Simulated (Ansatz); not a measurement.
MoPd:
```cif
data_MoPd
_chemical_formula_sum 'Pd1 Mo1'
_space_group_name_H-M_alt 'P 1'
_space_group_IT_number 1
_cell_length_a 2.69517
_cell_length_b 2.69517
_cell_length_c 4.12538
_cell_angle_alpha 90.000
_cell_angle_beta 90.000
_cell_angle_gamma 90.000
loop_
_space_group_symop_operation_xyz
  'x, y, z'
loop_
_atom_site_label
_atom_site_type_symbol
_atom_site_fract_x
_atom_site_fract_y
_atom_site_fract_z
_atom_site_occupancy
Pd1 Pd 0.00000 0.00000 0.00000 1
Mo1 Mo 0.50000 0.50000 0.50000 1
```

Relaxed with plane-wave PAW r²SCAN (Ansatz code). Indices refer to the conventional cell of P4/mmm, a = b = 2.6952 Å, c = 4.1254 Å, α = β = γ = 90.00°.

Problem. Simulate the powder diffraction pattern (Mo Kα, λ = 0.71073 Å; lines above 1 %) up to 2θ = 45°.

Solution. Simulated powder pattern, Mo Kα, λ = 0.71073 Å (kinematic, ideal powder, no thermal factors, no anomalous dispersion; the 30 strongest lines at most, above 1 %, up to 2θ = 45°):

```csv
2θ (°),d (Å),I/Imax (%),hkl
18.12,2.256,100,(101)
19.84,2.063,19,(002)
21.49,1.906,31,(110)
29.41,1.400,24,(112)
30.58,1.348,10,(200)
33.73,1.225,15,(103)
35.78,1.157,25,(211)
36.72,1.128,11,(202)
40.31,1.031,2.1,(004)
43.79,0.953,3.2,(220)
```

The start of the workflow was typed in or built on a structure type; neither database checked (COD, Materials Project) lists it. Whether it is the stable phase at ambient conditions was not checked. Symmetry was held in the r²SCAN relaxation; its stability against distortions is not shown here. No spin polarisation was allowed. Axis ratios of metals converge slowly with the k-mesh, so a and c are less sure than the volume.

Potentials: the later of the program's two PAW sets.
